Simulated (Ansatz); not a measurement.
BeSe (rock salt, Fm-3m) at seven volumes, the program Ansatz at the HSE06 level (PAW), scaled uniformly. One row is withheld.

| V (Å³/atom) | P (GPa) |
|---|---|
| 13.309 | 10.76 |
| 13.748 | 6.63 |
| 14.187 | 3.07 |
| 14.626 | 0.00 |
| 15.064 | -2.65 |
| 15.503 | -4.94 |
| 15.942 | ? |

Task: Fit the shown pressures and predict the withheld one.

Result: P = (3/2)B₀(x^(7/2) − x^(5/2))[1 + (3/4)(B′ − 4)(x − 1)] with x = (V₀/V)^(2/3). Least squares on the six rows gives V₀ = 14.626 Å³/atom, B₀ = 95.0 GPa, B′ = 3.88. At V = 15.942, x = 0.9442 and P = -6.92 GPa. The run itself gave -6.92 GPa.

A made-up cell: these elements were put on the sites of a structure type; neither database checked (COD, Materials Project) lists it. COD files the formula under space group No. 216, so this cell is another polymorph or a model. Whether it is the stable phase at ambient conditions was not checked. The cell was relaxed with HSE06 under the symmetry of its start; whether a distortion lowers the energy is not shown.

Potentials: the later of the program's two PAW sets.
